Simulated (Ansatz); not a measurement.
CaAl$_{2}$Ge$_{2}$: do energies and stresses tell the same story?

Theory: DFT r2SCAN, scalar-relativistic, plane waves, PAW (Ansatz 0.2.0).

Settings: cutoff 500 eV, Γ-centred mesh 12×12×6 on the computed 5-atom cell, Gaussian smearing of 0.10 eV; no spin polarisation.

Relaxed cell: P-3m1, a = 4.170 Å, b = 4.170 Å, c = 7.148 Å, α = 90.00°, β = 90.00°, γ = 120.00°, 5 atoms in the primitive cell.

Energies at zero smearing and pressures from the stress tensor, at volumes with shape and atoms relaxed:
```tsv
V (Å³/atom)	E − E(first) (meV/atom)	P (GPa)
18.940	0.00	10.47
19.586	-35.49	7.22
20.232	-58.88	4.44
20.877	-71.90	2.06
21.523	-75.99	0.01
22.169	-72.41	-1.75
22.814	-62.26	-3.26
23.675	-40.11	-4.93
```

Problem. Check P = −dE/dV between neighbouring volumes, and get the bulk modulus from the pressures alone.

Solution. With 1 eV/Å³ = 160.2 GPa:
```json
{"middle V (Å³/atom)": "19.263", "−ΔE/ΔV (GPa)": "8.806", "mean P (GPa)": "8.847"}
{"middle V (Å³/atom)": "19.909", "−ΔE/ΔV (GPa)": "5.804", "mean P (GPa)": "5.834"}
{"middle V (Å³/atom)": "20.555", "−ΔE/ΔV (GPa)": "3.230", "mean P (GPa)": "3.251"}
{"middle V (Å³/atom)": "21.200", "−ΔE/ΔV (GPa)": "1.016", "mean P (GPa)": "1.035"}
{"middle V (Å³/atom)": "21.846", "−ΔE/ΔV (GPa)": "-0.887", "mean P (GPa)": "-0.869"}
{"middle V (Å³/atom)": "22.492", "−ΔE/ΔV (GPa)": "-2.519", "mean P (GPa)": "-2.505"}
{"middle V (Å³/atom)": "23.245", "−ΔE/ΔV (GPa)": "-4.122", "mean P (GPa)": "-4.097"}
```

The two differ by 0.04 GPa at most. The mean of two end pressures misses the average over a step by about ΔV² P″/12, up to 0.04 GPa here; with that taken off 0.01 GPa remains. Around V = 21.523 Å³/atom, the two neighbours give B = −V ΔP/ΔV = 21.523 × 3.81 / 1.291 = 63.5 GPa, against B0 = 63.1 GPa from the Birch–Murnaghan fit of the energies.